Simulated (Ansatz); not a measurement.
CoLi3Nb3O12Ti:
```xyz
20
Lattice="5.1410 0.0000 0.0000 2.5357 2.1226 -8.5180 2.5524 4.9122 0.0000" Properties=species:S:1:pos:R:3 pbc="T T T"
Co     7.7006     5.5909    -3.3961
Li     5.0926     4.1027    -7.5418
Li     5.1252     3.7535    -1.2350
Li     2.5172     2.3819    -5.4183
Nb     2.5658     1.7581    -2.1129
Nb     7.6232     5.2667    -6.3589
Nb    10.2085     7.0180    -8.4666
O      4.2210     2.5229    -2.5951
O      9.3054     6.0419    -6.8681
O      6.6647     2.1534    -3.6644
O      6.6655     5.7048    -7.9274
O      3.4725     0.7586    -0.4674
O      3.4958     4.3372    -4.6854
O      1.9044     3.0651    -0.9553
O      4.4623     1.7080    -5.1946
O      5.8285     4.8537    -3.1137
O      3.1818     3.4377    -7.3373
O      0.9639     0.3928    -1.5665
O      6.1265     3.9522    -5.7821
Ti     5.1456     3.5704    -4.2746
```
Starting moments (μB, in the order of the atoms Co Li Li Li Nb Nb Nb O O O O O O O O O O O O Ti): 2.5 0.0 0.0 0.0 0.0 0.0 0.0 0.0 0.0 0.0 0.0 0.0 0.0 0.0 0.0 0.0 0.0 0.0 0.0 0.0.

Relaxed with PBE. Special points in fractions of this cell's reciprocal vectors: Γ (0.000, 0.000, 0.000); X (0.500, 0.000, 0.000); Y (0.000, 0.500, 0.000); Z (0.000, 0.000, 0.500); R (0.500, 0.500, 0.500); T (0.000, 0.500, 0.500); U (0.500, 0.000, 0.500); V (0.500, 0.500, 0.000).

List the band energies nearest the valence-band maximum at these points for PBE in the plane-wave PAW code Ansatz.

In eV from the valence-band maximum; about four levels below and three above (degenerate sets whole), none deeper than 8.9 eV; points with the same levels are listed once.

| k | below | above |
|---|---|---|
| Γ ↑ | -1.42 -1.24 -0.64 -0.61 | 1.50 1.66 1.77 |
| X ↑ | -1.44 -1.34 -0.85 -0.64 | 1.51 1.65 1.90 |
| Y ↑ | -1.40 -1.21 -0.68 -0.61 | 1.57 1.61 1.71 |
| Z ↑ | -1.47 -1.30 -0.93 -0.77 | 1.83 2.01 2.16 |
| R ↑ | -1.48 -1.34 -0.82 -0.69 | 1.54 1.59 1.89 |
| T ↑ | -1.50 -1.28 -0.94 -0.72 | 1.60 1.98 2.27 |
| U ↑ | -1.49 -1.35 -0.77 -0.68 | 1.64 1.78 1.87 |
| V ↑ | -1.42 -1.34 -0.88 -0.60 | 1.63 1.77 1.84 |
| Γ ↓ | -2.06 -2.03 -0.15 -0.01 | 0.54 1.39 1.50 |
| X ↓ | -2.20 -2.12 -0.15 -0.07 | 0.55 1.39 1.53 |
| Y ↓ | -2.17 -2.04 -0.11 0.00 | 0.52 1.48 1.56 |
| Z ↓ | -2.27 -2.04 -0.18 -0.04 | 0.71 1.42 1.53 |
| R ↓ | -2.21 -2.15 -0.18 -0.10 | 0.60 1.39 1.54 |
| T ↓ | -2.25 -2.16 -0.20 -0.03 | 0.68 1.40 1.56 |
| U ↓ | -2.24 -2.17 -0.19 -0.09 | 0.61 1.48 1.64 |
| V ↓ | -2.22 -2.19 -0.13 -0.08 | 0.56 1.52 1.61 |

Space group P1. The start of the workflow was typed in or built on a structure type; neither database checked (COD, Materials Project) lists it. Its standing as an ambient phase is unchecked. The PBE relaxation kept the symmetry of its start; its stability against distortions is not shown here. The final state is ferromagnetic, the only order run, not a proven ground state. No Hubbard U is applied. Scalar-relativistic: spin–orbit coupling is off unless named, which matters more the heavier the elements.

Potentials: the later of the program's two PAW sets.
